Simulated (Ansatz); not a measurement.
The start is a generated cell, ZrS2 placed in the CdI2 structure type. A full variable-cell relaxation at zero pressure is run with PBEsol (plane waves to 420 eV, PAW, scalar-relativistic; Ansatz, a program for electronic structure). The first steps use a coarse 7×7×4 k-mesh.

Initial structure:
```yaml
crystal:
  lattice:
    - [3.62499, 0.00000, 0.00000]
    - [-1.81250, 3.13933, 0.00000]
    - [0.00000, 0.00000, 5.84786]
  atoms:
    - { symbol: Zr, position: [0.00000, 0.00000, 0.00000] }
    - { symbol: S, position: [0.33333, 0.66667, 0.25200] }
    - { symbol: S, position: [0.66667, 0.33333, 0.74800] }
```

Question: How does the volume per atom move from start to end?

Answer: +0.8 %, from 22.18 to 22.36 Å³/atom.

Question: How do the shortest distances between atoms change?

Answer: The closest pairs of elements (up to four, under 3.6 Å), start → end: S–Zr 2.56 → 2.55 Å; S–S 3.58 → 3.58 Å.

Question: Is the relaxed structure metallic? Give its gap.

Answer: 0.77 eV, indirect (valence top at k = (0, 0.0909, 0), conduction bottom at L) (no spin-orbit coupling).

Question: Write out the relaxed structure.

Answer: 
Space group P-3m1 (No. 164); a = b = 3.6275 Å, c = 5.8860 Å, α = β = 90.00°, γ = 120.00°

| atom | site | symmetry | x | y | z |
|---|---|---|---|---|---|
| Zr | 1a | -3m. | 0.0000 | 0.0000 | 0.0000 |
| S | 2d | 3m. | 0.3333 | 0.6667 | 0.2468 |

The space group stays P-3m1 (No. 164) (the run could not lower it); the end is CdI2 type, with 3 atoms in the primitive cell. Final values are on a 11×11×6 k-mesh of the relaxed cell. No spin polarisation in the result. Without a van der Waals term the distances between weakly bound units are poorly fixed.

The run could not lose the symmetry of its start.

Without dispersion the volume is uncertain too.
